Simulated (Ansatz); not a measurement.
Input and command of a plane-wave DFT calculation in Ansatz:

```yaml
crystal:
  lattice:
    - [3.4559983565, 0.0, 0.0]
    - [-1.7279991783, 2.9929823722, 0.0]
    - [0.0, 0.0, 5.746]
  atoms:
    - { symbol: Tl, position: [0.3333333333, 0.6666666667, 0.25] }
    - { symbol: Tl, position: [0.6666666667, 0.3333333333, 0.75] }
basis:
  ecutwfc: 420
kpoints:
  mp_grid: { grid: [18, 18, 10] }
hamiltonian:
  xc: pbe
scf:
  occupations: { method: gaussian, width: 0.15 }
output:
  forces: true
  stress: true
  eigenvalues: true
```

```bash
ansatz run input.yaml --threads 1 --pin off --max-ram 2560MiB --backend cpu --events-out ev --progress --plain --runs-dir out
```

Processor: Intel(R) Xeon(R) 6975P-C (Granite Rapids), 1 thread, on a host shared with other jobs.

**Question.** How long does it run, and how much memory does it take?

**Answer.** About 4.3 s on 1 thread of Intel(R) Xeon(R) 6975P-C (Granite Rapids) (shared host), peak memory 0.47 GiB. It solves 17 bands at 222 k points (the mesh reduced by symmetry) with about 1141 plane waves, in 6 SCF iterations.
